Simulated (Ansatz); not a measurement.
**Tl: the volume at rest**

Tl in the hcp lattice, starting from this typed cell of 31.11 Å³ an atom.

```yaml
# lattice in Å, fractional positions
crystal:
  lattice:
    - [1.77500, -3.07439, 0.00000]
    - [1.77500, 3.07439, 0.00000]
    - [0.00000, 0.00000, 5.70000]
  atoms:
    - { symbol: Tl, position: [0.33333, 0.66667, 0.25000] }
    - { symbol: Tl, position: [0.66667, 0.33333, 0.75000] }
```

Method (Ansatz, development build): k mesh 6×6×4; Fermi–Dirac smearing of 0.1 eV; no spin. Cell and atoms are relaxed to zero stress with the symmetry kept and no dispersion correction.

Caveats: coarse k mesh.

Task: What volume results under PBE, LDA, PBEsol, and how much do the potentials matter?

Result: 
```json
{"functional": "PBE", "potentials": "all-electron PAW datasets (no frozen core)", "cutoff (eV)": "280", "volume (Å³/atom)": "31.30", "change (%)": "0.6"}
{"functional": "PBE", "potentials": "Ansatz hand-made PAW", "cutoff (eV)": "460", "volume (Å³/atom)": "31.30", "change (%)": "0.6"}
{"functional": "PBE", "potentials": "PseudoDojo norm-conserving", "cutoff (eV)": "820", "volume (Å³/atom)": "31.14", "change (%)": "0.1"}
{"functional": "PBE", "potentials": "Ansatz norm-conserving", "cutoff (eV)": "820", "volume (Å³/atom)": "31.31", "change (%)": "0.6"}
{"functional": "LDA", "potentials": "Ansatz hand-made PAW", "cutoff (eV)": "580", "volume (Å³/atom)": "27.21", "change (%)": "-12.5"}
{"functional": "LDA", "potentials": "PseudoDojo norm-conserving", "cutoff (eV)": "844", "volume (Å³/atom)": "27.14", "change (%)": "-12.7"}
{"functional": "PBEsol", "potentials": "Ansatz hand-made PAW", "cutoff (eV)": "580", "volume (Å³/atom)": "28.50", "change (%)": "-8.4"}
{"functional": "PBEsol", "potentials": "PseudoDojo norm-conserving", "cutoff (eV)": "844", "volume (Å³/atom)": "28.48", "change (%)": "-8.4"}
```

From smallest to largest: LDA, PBEsol, PBE.
